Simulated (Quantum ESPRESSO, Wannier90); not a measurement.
SnSe2 (CdI2 type), plane waves to Wannier functions

```xyz
3
Lattice="3.8419 0.0000 0.0000 -1.9210 3.3272 0.0000 0.0000 0.0000 6.4859" Properties=species:S:1:pos:R:3 pbc="T T T"
Sn     0.0000     0.0000     0.0000
Se    -1.9210     1.1091    -1.5754
Se     1.9210    -1.1091     1.5754
```

Structure: Materials Project mp-665, symmetrised, not relaxed again. COD (Crystallography Open Database) has the formula in 2 space groups, this one among them (matched by group alone). Level: PBEsol, no spin polarisation, no spin-orbit coupling; pw.x of Quantum ESPRESSO at 69 Ry with PseudoDojo potentials, 12×12×6 k-points, Wannier90. Density: 12×12×6 mesh, Gaussian smearing 0.01 Ry. The cell is built of weakly bound layers, chains or molecules, whose nearest atoms lie 4.01 Å apart. Database cells relaxed without dispersion often hold them too far apart, which can enlarge gaps and weakens couplings between them; spacing and stacking were not compared with the measured crystal. Spin-orbit coupling is left out although heavy elements are present.

A tight-binding model is made by disentanglement and projection with no localisation steps (num_iter = 0), so the 12 orbitals stay atom-like: hydrogen-like Sn: s;p; Se: s;p, axes along x, y, z; frozen window up to 2.15 eV relative to the valence-band maximum. It follows pw.x to 0.6 meV rms for states up to 1.6 eV relative to the valence-band maximum. Matrix elements depend on this choice of orbitals and windows.

Question: Which pairs of orbitals on different sites are coupled most strongly? Give distance, modulus and how many such pairs a cell has.

Answer: 
```tsv
orbital	orbital	distance of the centres (Å)	modulus (eV)	pairs
Se py	Sn pz	2.80	1.53	2
Se py	Sn py	2.80	1.52	2
Se pz	Sn py	2.73	1.48	2
Se py	Sn s	2.80	1.39	2
Se px	Sn pz	2.77	1.32	4
Se s	Sn py	2.72	1.31	2
Se pz	Sn px	2.73	1.28	4
Se px	Sn s	2.77	1.20	4
Se s	Sn px	2.72	1.13	4
Se pz	Sn s	2.73	1.01	6
Se px	Sn px	2.77	0.97	4
Se s	Sn pz	2.72	0.96	6
Se py	Sn px	2.71	0.96	4
Se px	Sn py	2.77	0.96	4
Se s	Sn s	2.72	0.89	6
Se py	Sn pz	2.71	0.76	4
Se pz	Sn py	2.73	0.74	4
Se py	Sn s	2.71	0.69	4
Se px	Sn px	2.68	0.69	2
Se s	Sn py	2.72	0.65	4
Sn px	Sn px	3.84	0.43	1
Se pz	Sn pz	2.73	0.33	6
Se px	Se px	3.84	0.31	2
Sn py	Sn py	3.84	0.29	2
Se pz	Se pz	3.97	0.27	3
Se px	Se py	3.72	0.24	4
Sn px	Sn py	3.84	0.24	4
Se py	Se py	5.59	0.22	1
Se py	Se pz	3.92	0.22	2
Se py	Se py	3.84	0.22	4
```
